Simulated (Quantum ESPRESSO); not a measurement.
# Strain and stress in ZnGa2F8

Calculated results; nothing here was measured. They come from pw.x of Quantum ESPRESSO 7.5, a plane-wave density functional program, with PseudoDojo standard norm-conserving files (v0.5 for PBE, v0.4.1 for LDA and PBEsol). The cells are made up: elements, strain and atom displacements were drawn at random, and nothing was relaxed. There is no spin polarisation, spin-orbit coupling or dispersion term.

The cell has 12 sites of a rutile lattice (two cells along c). Sites 1 to 4 hold Zn Ga Ga empty; sites 5 to 12 hold F F F F F F F F. Cell vectors in Å: (4.800, 0.000, 0.000); (0.000, 4.800, 0.000); (0.000, 0.000, 6.361). Settings: PBE, cutoff 1143 eV, 5 x 5 x 4 k mesh shifted by half a step, Fermi-Dirac smearing of 0.025 eV.

Each run adds the same strain along x and y to one cell, with the atoms carried along; the vectors above are those of run 4. Stress is positive in tension and P is minus a third of its trace. E is the free energy for each atom above the lowest run shown. The last column is band 52 less band 51 at Gamma, from a band step after each run.

| run | strain (%) | s_xx (GPa) | s_yy (GPa) | s_zz (GPa) | s_xy (GPa) | P (GPa) | E (meV/atom) | level step at Gamma (eV) |
| --- | --- | --- | --- | --- | --- | --- | --- | --- |
| 1 | -2.06 | 5.73 | 5.88 | 14.51 | 3.79 | -8.71 | 0.00 | 2.218 |
| 2 | -1.72 | 6.30 | 6.45 | 14.79 | 3.79 | -9.18 | 3.37 | 2.206 |
| 3 | -1.37 | 6.86 | 7.03 | 15.06 | 3.79 | -9.65 | 7.20 | 2.193 |
| 5 | 0.66 | 9.68 | 9.89 | 16.39 | 3.73 | -11.99 | 35.65 | 2.105 |
| 6 | 1.87 | 11.05 | 11.30 | 16.98 | 3.66 | -13.11 | 57.10 | 2.032 |
| 7 | 2.15 | 11.34 | 11.60 | 17.10 | 3.64 | -13.34 | 62.52 | 2.014 |
| 4 | -0.27 | ? | ? | ? | ? | ? | ? | ? |

A rerun of one of these cells at 1437 eV and k mesh 7 x 7 x 6 moved values by no more than 0.004 eV in the cell's energy, 0.02 GPa in stress and 0.002 eV/Å in force.

## Worked fit

A parabola through the six runs shown gives s_xx = 8.84 + 1.34 e - 0.081 e² GPa, with e in per cent and a scatter of 0.01 GPa. The slope is a stiffness of 134 ± 2 GPa for each unit of this strain at e = 0, the sum of the responses of s_xx to strain along x and along y. The atoms are clamped, and relaxing them would in general lower it. The error is the larger of the fit's own and the change that a cubic makes, rounded up.

## Withheld run

Question: what s_xx should run 4 give?

The fit gives 8.47 GPa. The calculation gave 8.47 GPa.

| run | strain (%) | s_xx (GPa) | s_yy (GPa) | s_zz (GPa) | s_xy (GPa) | P (GPa) | E (meV/atom) | level step at Gamma (eV) |
| --- | --- | --- | --- | --- | --- | --- | --- | --- |
| 4 | -0.27 | 8.47 | 8.66 | 15.83 | 3.76 | -10.99 | 21.34 | 2.149 |